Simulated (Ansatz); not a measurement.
SnO2:
```cif
data_O2Sn
_chemical_formula_sum 'Sn1 O2'
_space_group_name_H-M_alt 'P 1'
_space_group_IT_number 1
_cell_length_a 3.22802
_cell_length_b 3.22802
_cell_length_c 5.51326
_cell_angle_alpha 90.000
_cell_angle_beta 90.000
_cell_angle_gamma 120.000
loop_
_space_group_symop_operation_xyz
  'x, y, z'
loop_
_atom_site_label
_atom_site_type_symbol
_atom_site_fract_x
_atom_site_fract_y
_atom_site_fract_z
_atom_site_occupancy
Sn1 Sn 0.00000 0.00000 0.00000 1
O1 O 0.33333 0.66667 0.18348 1
O2 O 0.66667 0.33333 0.81652 1
```

Relaxed with PBE. DFT-PBE in the program Ansatz with PAW potentials gives a gap of 2.30 eV.

**Question.** What gap does HSE06 give on the same cell (Ansatz, PAW)?

**Answer.** 3.83 eV, 1.53 eV more. The hybrid was solved on a coarser mesh and at special points; its gap is the smallest among all of these.

```tsv
k	v1 PBE	c1 PBE	v1 HSE06	c1 HSE06
Γ	-0.34	2.30	-0.35	3.83
A	-0.74	2.93	…	…
K	-0.23	6.20	…	…
H	-0.11	6.21	-0.09	8.22
M	-0.14	5.40	…	…
L	-0.16	5.34	…	…
```

**Question.** Top valence (v1) and lowest conduction level (c1) in eV from each method's valence maximum (which need not be a listed point): supply the withheld HSE06 values.

**Answer.** 
- L, v1 HSE06: -0.19
- L, c1 HSE06: 7.19
- K, v1 HSE06: -0.22
- K, c1 HSE06: 8.20
- M, v1 HSE06: -0.17
- M, c1 HSE06: 7.26
- A, v1 HSE06: -0.63
- A, c1 HSE06: 4.49

Cost on shared cores: the PBE run (SCF on a 10×10×5 mesh, then bands and DOS) very roughly 17 core-seconds, the HSE06 run (SCF on 7×7×4, then a few points) around 100 core-seconds (rough); the tasks are unlike.

Space group P-3m1 (CdI2 type). A made-up cell: these elements were put on the sites of a structure type; neither database checked (COD, Materials Project) lists it. It is not the phase usual at ambient conditions (space group No. 136). The cell was relaxed with PBE under the symmetry of its start; its stability against distortions is not shown here. A crystal of weakly bound layers computed without a dispersion correction: the cell and the soft elastic constants depend strongly on that. Spin–orbit coupling is left out wherever it is not named.

Potentials: the later of the program's two PAW sets.
